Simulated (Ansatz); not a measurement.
SnPb4S5 in space group I4/mmm (No. 139; Pearson symbol tI20) under volume change, plane-wave PAW r²SCAN (Ansatz code), shape and atoms relaxed at each volume.

```csv
V (Å³/atom),E − E(relaxed) (meV/atom),P (GPa)
23.899,45.0,6.60
24.687,19.0,4.06
25.475,4.5,1.87
26.263,0.0,0.01
27.051,4.0,-1.59
27.838,15.2,-2.93
28.626,32.0,-3.80
```

**Question.** What does a third-order Birch–Murnaghan fit give for V₀, B₀ and B′?

**Answer.** V₀ = 26.26 Å³/atom, B₀ = 55.8 GPa, B′ = 5.0.

The first step of the workflow began from a Materials Project structure, measured or hypothetical; the Crystallography Open Database copy checked does not list it. Whether it is the stable phase at ambient conditions was not checked. Symmetry was held in the r²SCAN relaxation; its stability against distortions is not shown here. Scalar-relativistic: spin–orbit coupling is off unless named, which matters more the heavier the elements.

Potentials: the later of the program's two PAW sets.
